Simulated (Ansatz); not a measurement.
# How much do the gradients of SnO2 with vanadium replacing Sn depend on the method?

Cell: a supercell of SnO2 (rutile type, P4_2/mnm) built from a measured structure from the Crystallography Open Database (COD), with the ions relaxed around the defect (PBE).

```
CELL_PARAMETERS angstrom
4.73800 4.73800 0.00000
-4.73800 4.73800 0.00000
0.00000 0.00000 9.55950
ATOMIC_POSITIONS crystal
V 0.00000 0.00000 0.00026
Sn 0.00000 0.00000 0.32971
Sn 0.00000 0.00000 0.67090
Sn 0.50000 0.50000 0.00044
Sn 0.50000 0.50000 0.33338
Sn 0.50000 0.50000 0.66756
Sn 0.50000 0.00000 0.16471
Sn 0.50000 0.00000 0.50031
Sn 0.50000 0.00000 0.83580
Sn 0.00000 0.50000 0.16469
Sn 0.00000 0.50000 0.50046
Sn 0.00000 0.50000 0.83604
O 0.29397 0.00000 0.00026
O 0.30590 0.00000 0.33236
O 0.30587 0.00000 0.66815
O 0.80363 0.50000 0.00035
O 0.80608 0.50000 0.33213
O 0.80596 0.50000 0.66868
O 0.50000 0.30487 0.16652
O 0.50000 0.30580 0.50039
O 0.50000 0.30485 0.83445
O 0.00000 0.81178 0.15603
O 0.00000 0.80609 0.50033
O 0.00000 0.81176 0.84449
O 0.70603 0.00000 0.00026
O 0.69410 0.00000 0.33236
O 0.69413 0.00000 0.66815
O 0.19637 0.50000 0.00035
O 0.19392 0.50000 0.33213
O 0.19404 0.50000 0.66868
O 0.50000 0.69513 0.16652
O 0.50000 0.69420 0.50039
O 0.50000 0.69515 0.83445
O 0.00000 0.18822 0.15603
O 0.00000 0.19391 0.50033
O 0.00000 0.18824 0.84449
```

Sites (sets of like atoms) are named by element and the number of their first atom in this list.

First run. All values are calculated (Ansatz; DFT, PBE, plane waves and PAW, scalar-relativistic, collinear spin, 420 eV cutoff, Γ-centred 3×3×2 k-points, Fermi–Dirac smearing 0.01 eV), not measured. Start moments as typed (μB): 1 on each V, none on the rest.

```tsv
site	atom	V_zz (10²¹ V/m²)	η	m (μB)
V	1	10.59	0.16	0.78
Sn2	2	7.43	0.28	0.01
Sn7	7	5.32	0.00	0.00
Sn10	10	-5.56	0.52	0.00
Sn12	12	-5.53	0.52	0.00
O13	13	-8.82	0.12	-0.02
O14	14	-10.56	0.15	0.00
O15	15	-10.55	0.15	0.00
O16	16	-11.15	0.15	0.00
O17	17	-10.52	0.14	0.00
O19	19	-10.67	0.19	0.00
O20	20	-10.61	0.14	0.00
O22	22	-6.97	0.34	-0.01
O23	23	-10.80	0.10	0.00
```

Second run. The same atoms and settings, except that the functional is r2SCAN and the cutoff is 500 eV.

Question: What does the second run give?

Answer: 

| site | atom | V_zz | η | change of V_zz | m (μB) |
| --- | --- | --- | --- | --- | --- |
| V | 1 | 11.41 | 0.13 | +0.82 | 0.83 |
| Sn2 | 2 | 7.47 | 0.28 | +0.04 | 0.01 |
| Sn7 | 7 | 5.27 | 0.05 | -0.05 | 0.00 |
| Sn10 | 10 | -5.46 | 0.52 | +0.10 | 0.00 |
| Sn12 | 12 | -5.43 | 0.52 | +0.10 | 0.00 |
| O13 | 13 | -8.84 | 0.14 | -0.02 | -0.02 |
| O14 | 14 | -10.29 | 0.14 | +0.27 | 0.00 |
| O15 | 15 | -10.28 | 0.14 | +0.27 | 0.00 |
| O16 | 16 | -10.91 | 0.13 | +0.24 | 0.00 |
| O17 | 17 | -10.24 | 0.12 | +0.28 | 0.00 |
| O19 | 19 | -10.42 | 0.18 | +0.25 | 0.00 |
| O20 | 20 | -10.33 | 0.12 | +0.28 | 0.00 |
| O22 | 22 | -6.94 | 0.27 | +0.03 | -0.01 |
| O23 | 23 | -10.55 | 0.07 | +0.25 | 0.00 |

The largest change of V_zz is on V, from 10.59 to 11.41. In per cent, |V_zz| changes by +8 on V, -2 to +1 on Sn, -3 to 0 on O (all sites that start above 0.5). The table leaves out 6 of the 20 sites, with |V_zz| up to 7.44; their tensors move by 0.10 at most along any direction. The statements above cover all sites. Isomer shifts (Sn against SnO₂, from the density at the nucleus and a line fitted to measured compounds for each functional; the lines scatter by about 0.1 mm/s, so smaller changes between functionals mean little): Sn2 0.09 → 0.07 mm/s; Sn7 0.02 → 0.02 mm/s; Sn10 0.03 → 0.03 mm/s; Sn12 0.03 → 0.03 mm/s, among others.

The defect repeats with the cell of 36 atoms, so it feels its images: sites between two images don't show the values beside a lone defect, and zeros or small values of η there can come from the images' arrangement. O and Sn carry a gradient in the pure host already, so the values there aren't the defect's effect alone. Without spin–orbit coupling (the program notes it for Sn) the gradients can shift by some per cent, and by up to a factor of two as the program warns, since there is only a small gap.
For the first run: The centre was started off its lattice site, so that it could distort. The gap on the mesh is only 0.15 eV, so the electronic state itself may be unsound. The cell keeps the host's lattice, and with the defect in it the PBE pressure is 7 GPa.
For the second run: The program didn't check the stability of this electronic state in full, so a lower one may lie near. With these PAW files V_zz is typically within 2 to 3 % of all-electron values, but misses above 10 % occur on Sn.
